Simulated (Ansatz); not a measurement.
The following input was run with Ansatz 0.2.0.

```yaml
crystal:
  lattice:
    - [4.1981239119, 0.0, 0.0]
    - [-2.099061956, 3.635681956, 0.0]
    - [0.0, 0.0, 5.6735807883]
  atoms:
    - { symbol: Te, position: [0.3333333333, 0.6666666667, 0.25] }
    - { symbol: Te, position: [0.6666666667, 0.3333333333, 0.75] }
    - { symbol: Pd, position: [0.0, 0.0, 0.0] }
    - { symbol: Pd, position: [0.0, 0.0, 0.5] }
basis:
  ecutwfc: 420
kpoints:
  mp_grid: { grid: [12, 12, 8] }
hamiltonian:
  xc: pbesol
scf:
  occupations: { method: gaussian, width: 0.1 }
output:
  forces: true
  stress: true
  eigenvalues: true
relax:
  adjacent_minimum: "off"
  f_tol: 0.01
  max_steps: 30
  cell: { stress_tol: 0.1, fix: [volume] }
```

Launched with
```bash
ansatz run input.yaml --threads 1 --pin off --max-ram 2560MiB --backend cpu --events-out ev --progress --plain --runs-dir out
```

Theory: DFT PBEsol, scalar-relativistic, plane waves, PAW in Ansatz 0.2.0.

From the run's log, abridged:

```
Pseudopotentials: kind: paw
Pseudopotential: Te, paw, valence charge 16, recommended cutoff 420 eV (normal)
Pseudopotential: Pd, paw, valence charge 18, recommended cutoff 420 eV (normal)
Functional definition: PBEsol
Crystal: 4 atoms, lattice volume = 86.596 Å³
Basis set: ecut = 420 eV, 1657 PW (Γ), exchange–correlation on 60×60×80 points (8 copies of the dense FFT grid, shifted against one another)
Bands: 41, of which v1, the nominal top of the filled ones, is band 34 counted from 1 (33 counted from 0)
Symmetry: 24 space group operations
Space group: P63/mmc (ITA 194), of the structure as read, at distance tolerance 4.4e-5 Å
k-points: 95 of 1152
Initial density: superposition of atomic densities (neutral atoms: chi_scale 0, normalization atom), corrected by the library's trained network
Initial wavefunctions: pseudopotential atomic-orbital guess
Functional: x = pbesol(κ = 0.804, μ = 0.12345679), c = pbesol(β = 0.046)
SCF iter   1: F=—  HF=-27617.834349 eV  |F-HF|=—  |Δ(HF+E_count)|=         —  Δρ=8.59e-3  dr2=7.15e-2  ethr=1.77e-3  ⟨swp⟩=6.7  Hψ=15698  notcnv=0  defer=42
SCF iter   2: F=—  HF=-27617.825145 eV  |F-HF|=—  |Δ(HF+E_count)|=   9.20e-3  Δρ=5.23e-3  dr2=1.66e-2  ethr=1.05e-4  ⟨swp⟩=2.0  Hψ=8140  notcnv=0  defer=188
SCF iter   3: F=—  HF=-27617.819309 eV  |F-HF|=—  |Δ(HF+E_count)|=   5.84e-3  Δρ=1.02e-3  dr2=1.08e-3  ethr=2.44e-5  ⟨swp⟩=2.0  Hψ=6776  notcnv=0  defer=188
SCF iter   4: F=—  HF=-27617.819113 eV  |F-HF|=—  |Δ(HF+E_count)|=   1.96e-4  Δρ=1.25e-4  dr2=1.79e-5  ethr=1.58e-6  ⟨swp⟩=2.0  Hψ=4676  notcnv=0  defer=188
SCF iter   5: F=—  HF=-27617.819114 eV  |F-HF|=—  |Δ(HF+E_count)|=   1.08e-6  Δρ=1.88e-5  dr2=3.84e-7  ethr=2.63e-8  ⟨swp⟩=2.2  Hψ=5434  notcnv=0  defer=188
SCF iter   6: F=-27617.819114 eV  HF=-27617.819114 eV  |F-HF|=1.20e-9  |Δ(HF+E_count)|=   8.98e-8  Δρ=2.74e-6  dr2=3.15e-9  ethr=1.47e-10  ⟨swp⟩=10.1  Hψ=17906  notcnv=0
SCF 1 converged in 6 iterations: F = -27617.819114 eV  dr2 = 3.15e-9
relax step   1: F+E_penalty+E_count = -27617.81911369 eV  Δ(F+E_penalty+E_count) = +0.000e0 eV  max|allowed force component| = 1.091e-17 eV/Å  Δτ_max = 0.0000 Å  P = -3.170 GPa  Ω = 86.596 Å³  fix = [volume]  reactions: volume -3.170 GPa (6 SCF iters, dr2 threshold 1.00e-7 eV, accepted)
Initial density: handed on by an earlier stage of this run
Initial wavefunctions: pseudopotential atomic-orbital guess (no wavefunctions were taken with the density)
SCF iter   1: F=—  HF=-27617.819104 eV  |F-HF|=—  |Δ(HF+E_count)|=         —  Δρ=2.80e-6  dr2=3.12e-9  ethr=1.99e-8  ⟨swp⟩=4.0  Hψ=27798  notcnv=0
SCF iter   2: F=—  HF=-27617.819114 eV  |F-HF|=—  |Δ(HF+E_count)|=   9.21e-6  Δρ=1.00e-6  dr2=8.46e-10  ethr=4.58e-12  ⟨swp⟩=2.7  Hψ=7928  notcnv=0
SCF iter   3: F=-27617.819114 eV  HF=-27617.819114 eV  |F-HF|=2.18e-11  |Δ(HF+E_count)|=  2.84e-10  Δρ=3.19e-7  dr2=5.55e-11  ethr=1.00e-12  ⟨swp⟩=5.0  Hψ=18396  notcnv=0
SCF 2 converged in 3 iterations: F = -27617.819114 eV  dr2 = 5.55e-11
SCF converged after 3 iterations
Free energy (F): -27617.819114 eV
Harris-Foulkes:  -27617.819114 eV  (|F-HF|=2.18e-11)
Internal energy: -27617.806111 eV  (E = F + TS)
E sigma→0 (E₀):  -27617.812612 eV
Entropy (-TS):   -0.013003 eV (-3.251 meV/atom)
Fermi energy:    14.323868 eV
--- Per-component energies (eV) ---
  E_band       = -853.917806
  E_kinetic    = 1391.476053
  E_local      = -6636.736501  (includes V_loc(G=0)·N_el)
  E_nonlocal   = -175.442132
  E_hartree    = 3310.614984
  E_xc         = -582.738615
  E_vxc        = -631.584420  (∫ρ·V_xc dr)
  E_paw        = -16541.278609  (= ΣΔE_a)
  E_vpaw       = -1422.860429  (= ΣTr[D̂ρ^β])
  E_aug_tail   = 0.000054  (compensation charges beyond the density's cutoff)
  E_ewald      = -8385.056024
  E_core_change = 1.354679  (= ΣΔE_core)
  E_smearing   = -0.013003  (= −TS)
--- Forces (eV/Å), atoms counted from 1 ---
  atom   1  Te     0.00000000     0.00000000     0.00000000
  atom   2  Te     0.00000000     0.00000000     0.00000000
  atom   3  Pd     0.00000000     0.00000000     0.00000000
  atom   4  Pd     0.00000000     0.00000000     0.00000000
--- Stress (GPa, compression-positive) ---
       -3.195831       0.000000       0.000000
        0.000000      -3.195831       0.000000
        0.000000       0.000000      -3.119693
  P = ⅓ Tr σ = -3.1705 GPa (-31.705 kbar)
--- Band table (eV; the first three rows and the last of 95) ---
  k-point 0: bands = ["-70.1563", "-70.1439", "-35.9764", "-35.9487", "-35.9487", "-35.9332", "-35.9332", "-35.8150", "-23.1110", "-23.1110", "-23.1057", "-23.1051", "-23.1047", "-23.1047", "-23.1030", "-23.1030", "-23.1003", "-23.1003", "0.9987", "3.3130", "7.9927", "9.0272", "9.0272", "9.9621", "10.7773", "10.7773", "11.2342", "11.2342", "12.2819", "12.2819", "13.2423", "13.2423", "14.1416", "14.8260", "16.0424", "16.0424", "16.6289", "17.4224", "19.5192", "19.5192", "22.3509"]
  k-point 1: bands = ["-70.1558", "-70.1444", "-35.9703", "-35.9481", "-35.9481", "-35.9338", "-35.9338", "-35.8212", "-23.1107", "-23.1107", "-23.1057", "-23.1052", "-23.1048", "-23.1048", "-23.1030", "-23.1030", "-23.1005", "-23.1005", "1.0582", "3.1631", "8.2154", "9.0812", "9.0812", "10.0327", "10.8175", "10.8175", "11.0810", "11.0810", "12.1243", "12.1243", "13.5229", "13.5229", "13.9081", "14.4062", "15.9924", "15.9924", "16.8571", "17.7876", "19.5457", "19.5457", "21.9752"]
  k-point 2: bands = ["-70.1545", "-70.1458", "-35.9529", "-35.9464", "-35.9464", "-35.9355", "-35.9355", "-35.8388", "-23.1098", "-23.1098", "-23.1056", "-23.1052", "-23.1052", "-23.1052", "-23.1029", "-23.1029", "-23.1011", "-23.1011", "1.2341", "2.7924", "8.7921", "9.2414", "9.2414", "10.2155", "10.7079", "10.7079", "10.9346", "10.9346", "11.8683", "11.8683", "13.3823", "13.5713", "14.0667", "14.0667", "15.8359", "15.8359", "17.4011", "18.4440", "19.6389", "19.6389", "21.2915"]
  k-point 94: bands = ["-70.1501", "-70.1501", "-35.9422", "-35.9422", "-35.9419", "-35.9419", "-35.8959", "-35.8959", "-23.1088", "-23.1088", "-23.1063", "-23.1063", "-23.1029", "-23.1029", "-23.1025", "-23.1025", "-23.1012", "-23.1012", "2.6861", "2.6861", "8.7238", "8.7238", "9.3701", "9.3701", "10.1346", "10.1346", "11.4124", "11.4124", "11.4736", "11.4736", "12.0787", "12.0787", "12.4406", "12.4406", "16.3857", "16.3857", "19.6417", "19.6417", "19.8382", "19.8382", "22.4691"]
--- Relaxed structure (1 steps of the walk, 1 accepted, 1 SCFs on fresh bases) ---
  F+E_penalty+E_count = -27617.81911369 eV   max|allowed force component| = 9.902e-18 eV/Å   (the final SCF, on the basis selected at the relaxed cell)
  cell:  # Å, volume = 86.5961 Å³
    - [4.19812391, 0.0, 0.0]
    - [-2.09906195, 3.63568195, 0.0]
    - [0.0, 0.0, 5.6735807883]
  atoms:
    - { symbol: Te, position: [0.33333333, 0.66666666, 0.24999999] }
    - { symbol: Te, position: [0.66666666, 0.33333333, 0.74999999] }
    - { symbol: Pd, position: [0.0, 0.0, 0.0] }
    - { symbol: Pd, position: [0.0, 0.0, 0.49999999] }
```

The relaxation met its thresholds.

The run took 36 s on 1 thread of Arm Neoverse V2, with other jobs on the host, peak memory 0.51 GiB.